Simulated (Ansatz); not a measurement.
## HgH: reading a single point

```yaml
crystal:
  lattice:
    - [0.00000, 3.53731, 0.00000]
    - [3.53731, 0.00000, 0.00000]
    - [1.76865, 1.76865, -5.26730]
  atoms:
    - { symbol: Hg, position: [0.11100, 0.11100, 0.77800] }
    - { symbol: Hg, position: [0.88900, 0.88900, 0.22200] }
    - { symbol: H, position: [0.32300, 0.32300, 0.35400] }
    - { symbol: H, position: [0.67700, 0.67700, 0.64600] }
```

Method: PBE, no spin polarisation; PAW, plane waves to 420 eV, 10×10×10 Γ-centred mesh, fermi-dirac occupations (width 0.1 eV) (Ansatz 0.2.0), atoms fixed.

Q: Is the cell too large or too small?

A: The pressure is 5.9 GPa (compression positive), so with the atoms held at these fractions the cell would first expand; the forces are large, so a full relaxation may end otherwise. The principal stresses -0.5, -0.5, 18.6 GPa differ, so its shape would change too.

Q: Is there a gap?

A: It is a metal, with about 0.64 states/eV a cell as the mean within 0.25 eV of the Fermi level, mostly Hg s (44 %) and H s (40 %).

Q: Give the Bader charges.

A: Bader charges in e: Hg +0.27, H -0.27. In the mean Hg gives up most and H takes most.

Q: What do density and ELF say about some of the short contacts?

A: Hg–H at 2.23 Å: least valence density 0.29 e/Å³ and ELF 0.37 there. Hg–Hg at 2.34 Å: least valence density 0.82 e/Å³ and ELF 0.28 there. These are pseudo-fields; inside the PAW spheres they differ from the all-electron ones.

Q: Where is the largest force?

A: The largest is on Hg2 (and as large on other atoms): 6.13 eV/Å, components (0.00, 0.00, -6.13). It makes 0° with the line to a nearest neighbour, H4 at 2.23 Å, pointing towards it.

Origin: a known structure type with other elements, at an estimated volume, so it need not be a known compound. Caveats: atoms or cell far from equilibrium.
